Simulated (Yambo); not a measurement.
A G0W0@PBEsol run in Yambo for SiO$_{2}$ (space group Ama2, No. 40) (1×2×2 Γ-centred k mesh, 261 bands and a 7 Ry block in the screening, 261 bands in G with the Bruneval-Gonze terminator, plasmon pole fitted at 27.2 eV) gives these matrix elements, in eV, at the band edges (Γ → Γ):

| state | E0 | <Vxc> | <Σx> | <Σc(E0)> | Z |
|---|---|---|---|---|---|
| valence edge | 0.000 | -19.723 | -25.587 | 3.657 | 0.825 |
| conduction edge | 5.814 | -9.445 | -5.306 | -2.930 | 0.883 |

Question: Solve the linearised quasiparticle equation for both states, give the gap, and say how exchange and correlation each act on it.

Answer: E = E0 + Z(Σx + Σc − Vxc). Valence: 0.000 + 0.825 × (-25.587 + (3.657) − (-19.723)) = -1.82 eV. Conduction: 5.814 + 0.883 × (-5.306 + (-2.930) − (-9.445)) = 6.88 eV. The gap is 8.70 eV, against 5.81 eV in PBEsol. Replacing Vxc by bare exchange alone would open it by 10.00 eV; correlation takes back 6.59 eV of that, and Z scales what is left. Nearest settings tried, and what they do to the gap: 169 bands in G: -6 meV; 169 bands in W, 169 bands in G: +21 meV; 6 Ry block (317 vectors against 385): -42 meV. Not varied: mesh. So the settings aren't converged at that level. The k mesh is coarse. 

Geometry of the Materials Project entry, not relaxed at this level; primitive cell a = 8.2771 Å, b = c = 5.0551 Å, α = 121.21°, β = γ = 90.00°.

This is not the ordinary phase of the substance; no match was found in the copy of COD used, and its stability was not checked.
